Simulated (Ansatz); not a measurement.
Li6SI2O:
```
Li6SI2O
1.0
    0.00000     4.42512     4.42512
    4.42512     0.00000     4.42512
    4.42512     4.42512     0.00000
Li I S O
6 2 1 1
Cartesian
  6.41138   4.42512   4.42512
  2.43885   4.42512   4.42512
  4.42512   6.41138   4.42512
  4.42512   2.43885   4.42512
  4.42512   4.42512   6.41138
  4.42512   4.42512   2.43885
  2.21256   2.21256   2.21256
  6.63767   6.63767   6.63767
  0.00000   0.00000   0.00000
  4.42512   4.42512   4.42512
```

Relaxed with PBE. Special points in fractions of this cell's reciprocal vectors: Γ (0.000, 0.000, 0.000); X (0.500, 0.000, 0.500); U (0.625, 0.250, 0.625); K (0.375, 0.375, 0.750); L (0.500, 0.500, 0.500); W (0.500, 0.250, 0.750).

Problem. List the band energies nearest the valence-band maximum at these points for DFT-PBE in the program Ansatz with PAW potentials.

Solution. In eV from the valence-band maximum; about four levels below and three above (degenerate sets whole), none deeper than 8.9 eV; points with the same levels are listed once.

```
k                                below                above
-  -----------------------------------  -------------------
Γ  -1.48 -1.48 -1.48 -0.36 -0.36 -0.36       3.80 4.51 4.51
X                -1.32 -0.98 0.00 0.00       3.57 4.56 4.61
U              -1.33 -0.44 -0.30 -0.07       3.87 5.00 5.13
L        -1.29 -1.29 -0.37 -0.34 -0.34  5.28 5.30 5.83 5.83
W              -1.34 -0.34 -0.34 -0.29       4.25 4.25 5.20
```

Space group Fm-3m. The start of the workflow was typed in or built on a structure type; neither database checked (COD, Materials Project) lists it. Its standing as an ambient phase is unchecked. The cell was relaxed with PBE under the symmetry of its start; whether a distortion lowers the energy is not shown. The volume moved by 23 % from the start of the relaxation. Scalar-relativistic: spin–orbit coupling is off unless named, which matters more the heavier the elements.

Potentials: the later of the program's two PAW sets.
